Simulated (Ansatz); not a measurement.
CoPtRh:
```
CELL_PARAMETERS angstrom
      2.70400     0.00000     0.00000
     -1.35200     2.34173     0.00000
      0.00000     0.00000     6.56264
ATOMIC_POSITIONS crystal
  Co 0.00000 0.00000 0.99383
  Pt 0.33333 0.66667 0.32187
  Rh 0.66667 0.33333 0.68430
```
The run is spin-polarised; directions of the spins, atom by atom: ↑ 0 ↑.

Relaxed with PBE.

Which orbitals make up the states near the Fermi level in the program Ansatz at the PBE level (PAW)?

Within 0.5 eV of the Fermi level: Co 3d 39 %, Rh 4d 34 %, Pt 5d 21 %. Projections are on Löwdin-orthogonalised atomic valence shells; empty p or d shells of many metals are not among them.

Tabulate the density of states.

States/eV per cell of 3 atoms, in 0.25 eV bins, energy from the Fermi level.

```tsv
E (eV)	total	Co 3d	Pt 5d	Rh 4d
-7.85	0.24	0.00	0.01	0.00
-7.60	0.26	0.00	0.02	0.01
-7.35	0.29	0.00	0.03	0.01
-7.10	0.36	0.01	0.05	0.01
-6.85	1.21	0.03	0.60	0.05
-6.60	1.63	0.04	0.91	0.07
-6.35	1.13	0.03	0.58	0.05
-6.10	1.29	0.06	0.68	0.11
-5.85	2.38	0.15	1.35	0.30
-5.60	3.35	0.22	1.97	0.48
-5.35	3.57	0.26	1.85	0.89
-5.10	3.96	0.31	1.85	1.23
-4.85	3.23	0.34	1.41	1.03
-4.60	3.19	0.56	1.15	1.15
-4.35	3.83	0.73	1.51	1.29
-4.10	4.86	1.06	1.72	1.74
-3.85	3.77	0.77	1.40	1.29
-3.60	4.09	0.96	1.45	1.34
-3.35	5.43	1.56	1.60	1.84
-3.10	5.05	1.67	1.63	1.37
-2.85	5.27	2.09	1.34	1.49
-2.60	5.19	2.06	1.19	1.63
-2.35	5.32	1.84	1.57	1.56
-2.10	4.91	1.87	1.32	1.35
-1.85	5.28	2.08	1.41	1.41
-1.60	4.43	1.68	1.06	1.39
-1.35	5.42	2.13	1.20	1.83
-1.10	4.77	1.91	1.00	1.59
-0.85	4.64	1.76	0.95	1.66
-0.60	4.61	1.75	0.97	1.63
-0.35	4.08	1.37	0.92	1.56
-0.10	4.43	1.63	0.98	1.59
0.15	3.58	1.51	0.76	1.09
0.40	3.23	1.51	0.56	0.92
0.65	4.31	2.24	0.64	1.18
0.90	3.54	1.66	0.45	1.14
1.15	1.50	0.46	0.21	0.51
1.40	0.95	0.19	0.14	0.26
1.65	0.91	0.15	0.13	0.21
1.90	0.89	0.13	0.12	0.18
2.15	0.87	0.11	0.11	0.15
2.40	0.87	0.09	0.10	0.13
2.65	0.85	0.08	0.09	0.12
2.90	0.84	0.07	0.08	0.10
3.15	0.78	0.06	0.07	0.08
3.40	0.77	0.05	0.06	0.07
3.65	0.77	0.05	0.05	0.06
3.90	0.76	0.04	0.05	0.05
4.15	0.73	0.04	0.04	0.05
4.40	0.68	0.03	0.03	0.04
4.65	0.65	0.03	0.03	0.03
```

Space group P3m1. The start of the workflow was typed in or built on a structure type; neither database checked (COD, Materials Project) lists it. Its standing as an ambient phase is unchecked. The PBE relaxation kept the symmetry of its start; whether a distortion lowers the energy is not shown. Spin order of the final state: ferromagnetic, chosen from 3 collinear starts compared on coarse meshes (ties went to the first, and starts can fall back to one state), not a proven ground state. Spin–orbit coupling is left out wherever it is not named.

Potentials: the later of the program's two PAW sets.
